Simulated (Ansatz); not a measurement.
A trial structure of LaF₅ was built thus: random cell by space group and Wyckoff sites (P4/mmm, No. 123). The dimensions are guesses.

```cif
data_structure
_symmetry_space_group_name_H-M 'P4/mmm'
_symmetry_Int_Tables_number 123
_cell_length_a 4.1427
_cell_length_b 4.1427
_cell_length_c 5.9082
_cell_angle_alpha 90.000
_cell_angle_beta 90.000
_cell_angle_gamma 90.000
_cell_volume 101.40
loop_
_atom_site_label
_atom_site_type_symbol
_atom_site_symmetry_multiplicity
_atom_site_Wyckoff_symbol
_atom_site_fract_x
_atom_site_fract_y
_atom_site_fract_z
_atom_site_occupancy
La1 La 1 b 0.00000 0.00000 0.50000 1
F1 F 2 h 0.50000 0.50000 0.69425 1
F2 F 2 h 0.50000 0.50000 0.84641 1
F3 F 1 c 0.50000 0.50000 0.00000 1
```

These are results of Ansatz 0.2.0, DFT PBE, scalar-relativistic, plane waves, PAW, not measurements. Cutoff 420 eV, Gaussian smearing, Γ-centred meshes. Cell and atoms relax first on a coarse mesh and then on a finer one. In between, the cell is made exact in the group found at 0.06 Å. In metals the finer mesh still leaves noise of several meV/atom or more. The steps can't lower the symmetry of their start. No spin polarisation.

A guess keeps its type if space group and coordination stay and the shape of the cell changes little (axis ratios within about 15 %, angles within 6°); the volume may change.

**Question.** Does it keep its structure type, or change into something else?

**Answer.** It doesn't keep its type. The symmetry stays P4/mmm (No. 123). The volume per atom grows by 11.7 %, from 16.9 to 18.9 Å³. The shortest distance goes from 0.90 Å (F–F) to 1.67 Å (F–F). The ratio c/a of the conventional cell changes by a factor of 2.22. Counting neighbours within 15 % of an atom's shortest distance, the start has F 1/2, La 16 and the end F 1/2, La 8. In detail, at the end La is surrounded by 8 F at 2.59 Å and 4 La at 3.30 Å; F on a site of symmetry 4mm has 1 F at 2.25 Å, 1 F at 2.42 Å and 4 La at 2.59 Å; around F on a second site of symmetry 4mm lie 1 F at 1.67 Å and 1 F at 2.42 Å (long against covalent radii, as for large ions); 1 more site not described.

```
La F
1.0
     3.29502    0.00000    0.00000
     0.00000    3.29502    0.00000
     0.00000    0.00000   10.43227
La F
1 5
Direct
  0.00000 0.00000 0.50000
  0.50000 0.50000 0.60777
  0.50000 0.50000 0.39223
  0.50000 0.50000 0.84005
  0.50000 0.50000 0.15995
  0.50000 0.50000 0.00000
```

Energies over the elements count from the elements' standard structures at the same level (F₂ as a molecule), with no fitted energy shifts.

**Question.** At what energy does it end?

**Answer.** −1.68 eV/atom.

The last run used a 12×12×4 mesh (in the run's order of axes) for its 6-atom cell and Gaussian smearing of 0.10 eV. No dispersion correction is applied, so the spacing and binding between layers, chains or molecules are poorly described. The cell is a metal run without spin; a magnetic state may lie lower. A structure relaxed within its symmetry needn't be a true minimum. Another cell of LaF5 relaxed alike, in P-6m2, lies 0.70 eV/atom lower, so this cell isn't the stable form at this level.

In counts of neighbours, a slash parts the counts of unlike sites.
